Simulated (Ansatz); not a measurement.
MoSe2 (2H-MoS2 type, space group P6_3/mmc)

```yaml
crystal:
  lattice:
    - [3.27711, 0.00000, 0.00000]
    - [-1.63855, 2.83806, 0.00000]
    - [0.00000, 0.00000, 12.73180]
  atoms:
    - { symbol: Mo, position: [0.33333, 0.66667, 0.25000] }
    - { symbol: Mo, position: [0.66667, 0.33333, 0.75000] }
    - { symbol: Se, position: [0.33333, 0.66667, 0.61852] }
    - { symbol: Se, position: [0.66667, 0.33333, 0.11852] }
    - { symbol: Se, position: [0.66667, 0.33333, 0.38148] }
    - { symbol: Se, position: [0.33333, 0.66667, 0.88148] }
```

This relaxed cell (volume V₀) is scaled evenly in all directions, its shape held. The atoms relax within the cell's symmetry.

Level of theory: PBE-D3(BJ) (plane waves to 420 eV, PAW, scalar-relativistic; Ansatz, a first-principles code). k mesh 12×12×3 (Γ-centred), Fermi-Dirac smearing 0.05 eV. Compression counts positive. MoSe2 is run without spin polarisation. MoSe2 was relaxed with its symmetry unable to fall.

At one point of the scan the stress tensor (GPa) is:

```
    4.5      0.0      0.0
    0.0      4.5      0.0
    0.0      0.0      2.0
```

Problem. Which point is it?
(A) V/V₀ = 0.950
(B) V/V₀ = 0.900
(C) V/V₀ = 0.975
(D) V/V₀ = 0.925

Solution. A, V/V₀ = 0.950

(A scan under strain: stresses follow from slopes of the energy per volume, elastic moduli from its curvatures.)
